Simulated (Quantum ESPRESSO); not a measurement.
Solid-state NMR card for ZnF2

```
CELL_PARAMETERS angstrom
      4.70480     0.00000     0.00000
      0.00000     4.70480     0.00000
      0.00000     0.00000     3.13380
ATOMIC_POSITIONS crystal
  Zn 0.00000 0.00000 0.00000
  Zn 0.50000 0.50000 0.50000
  F  0.30264 0.30264 0.00000
  F  0.19736 0.80264 0.50000
  F  0.69736 0.69736 0.00000
  F  0.80264 0.19736 0.50000
```
The cell was made here from an entry of the Crystallography Open Database (unchecked): atoms relaxed with PBE in the measured cell (PBE without dispersion, pw.x of a modified build of Quantum ESPRESSO, symmetry kept).  Stability against distortions was not tested.

Shieldings are absolute and leave out the bulk-susceptibility term; a larger σ means a smaller chemical shift. By our sweeps, such settings leave a few ppm in absolute σ on light atoms and up to some 20 ppm from Zn on. Static lattice: thermal averaging is not included.

Ω = σ33 − σ11 of the symmetric part; where symmetry doesn't make it nil, it is less certain than σ_iso.

### Question
What do the calculations give at each independent site (shieldings by PBE GIPAW (Quantum ESPRESSO, JTH PAW datasets), 22.5 Ha, k-mesh 4×4×6 shifted, f-sum rule met within 0.005 %)?

### Answer
| site | site symmetry | σ_iso (ppm) | span Ω (ppm) |
|---|---|---|---|
| Zn (atoms 1, 2) | mmm | 1801 | 87 |
| F (atoms 3, 4, 5, 6) | m2m | 344 | 56 |
